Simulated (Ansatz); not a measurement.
TePt: levels along high-symmetry lines

```
Te Pt
1.0
     1.98690    1.14714    6.92274
    -1.98690    1.14714    6.92274
     0.00000   -2.29428    6.92274
Te Pt
2 2
Direct
  0.90463 0.90463 0.90463
  0.09537 0.09537 0.09537
  0.63059 0.63059 0.63059
  0.36941 0.36941 0.36941
```

Atom numbers follow the list: Te1, Te2, Pt3, Pt4.

The cell is the one relaxed in the Materials Project (mp-11693), not relaxed further here; entries there can be hypothetical.

No spin–orbit coupling, which matters for the heavy atoms here.

The calculation used DFT, PBEsol, all-electron LAPW, scalar-relativistic in Ansatz 0.2.0.

Sampling and basis: a Γ-centred 10×10×10 k mesh, Fermi–Dirac smearing of 0.08 eV, basis error target 1 meV/atom, no spin polarisation.

Points in fractions of the reciprocal vectors of this cell: Γ (0, 0, 0), T (0.5, 0.5, 0.5), H2 (0.815, 0.185, 0.5), H0 (0.5, -0.185, 0.185), L (0.5, 0, 0), S0 (0.342, -0.342, 0), S2 (0.658, 0, 0.342), F (0.5, 0, 0.5). The path joins them by straight lines in the order Γ–T–H2–H0–L–Γ–S0–S2–F; legs that retrace an earlier one aren't tabulated. Energies are in eV from the Fermi level.

(1) Is there a gap?

(2) List the levels between -5 and 5 eV at the symmetry points.

Results:

(1) none: bands cross the Fermi level, a metal.

(2) 
Γ: -4.71 (×2), -4.40, -2.98 (×2), -1.94 (×2), -1.71, 0.63, 0.83 (×2), 1.12, 2.76 (×2), 4.54
T: -4.99, -4.75 (×2), -2.97 (×2), -1.93 (×2), -1.68, -1.60, 1.23 (×2), 2.12 (×2), 3.31, 4.46
H2: -4.72, -3.84, -3.64, -3.17, -3.16, -2.37, -2.34, -2.00, -1.25, -1.23, -0.46, 1.13, 3.19, 3.28
H0: -4.72, -3.84, -3.64, -3.17, -3.16, -2.37, -2.34, -2.00, -1.25, -1.23, -0.46, 1.13, 3.19, 3.28
L: -4.87, -4.42, -4.18, -3.87, -3.22, -2.94, -2.76, -2.48, -2.45, -1.93, -1.83, -1.05, 0.26, 1.49, 1.90, 3.68, 4.81
S0: -4.70, -3.84, -3.54, -3.29, -2.86, -2.66, -2.30, -2.02, -1.45, -0.88, -0.72, 1.18, 2.97, 3.77
S2: -4.70, -3.84, -3.54, -3.29, -2.86, -2.66, -2.30, -2.02, -1.45, -0.88, -0.72, 1.18, 2.97, 3.77
F: -4.95, -4.84, -3.96, -3.72, -3.49, -2.77, -2.71, -2.44, -2.43, -1.81, -1.54, -1.24, -1.21, 2.38, 3.52, 4.66
